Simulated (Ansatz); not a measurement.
ZrSe₂ in space group Pnnm (No. 58; Zr on 2a, Se on 4g), PBE in the plane-wave PAW code Ansatz, all energies at zero smearing, with the estimated change up to a 700 eV cutoff added, with one set of potentials and settings (totals compare only within such a set). Cell of 6 atoms (2 Zr, 4 Se): -30251.305 eV.

```
element                reference phase  E (eV/atom)
-------  -----------------------------  -----------
Zr       P6_3/mmc, 2 atoms in the cell   -4183.8362
Se         P3_121, 3 atoms in the cell   -5469.0798
```

Formation energy per atom, worked out: (-30251.305 − 2×(-4183.8362) − 4×(-5469.0798))/6 = -1.219 eV/atom (-118 kJ per mol of atoms), at 0 K, without zero-point energy or fitted corrections.

The cell is a constructed one: a structure type filled with these elements; neither database checked (COD, Materials Project) lists it. COD files the formula under space group No. 164, so this cell is another polymorph or a model. Whether it is the stable phase at ambient conditions was not checked. The PBE relaxation kept the symmetry of its start; its stability against distortions is not shown here. The run is not spin-polarised. The references are the lowest solids computed at this level, not always the standard phases.

Potentials: the later of the program's two PAW sets.
